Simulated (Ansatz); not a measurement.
A relaxed 1×1 slab of 4 planes, cut along (111) from a fcc crystal of one element, has a cell area of 5.36 Å² and a bulk spacing of 2.031 Å between its first planes. All-electron LAPW in Ansatz 0.2.0 (PBE, scalar-relativistic, ferromagnetic start) gives γ = 1.93 J/m², Φ = 5.06 eV and a change of the outer spacing of -1.3 %, with 0.69 μB on the outer atom. The fcc structure needn't be the element's own.

Problem. Which element is it?

Solution. Ni. Other candidates weren't computed, and some may come near.
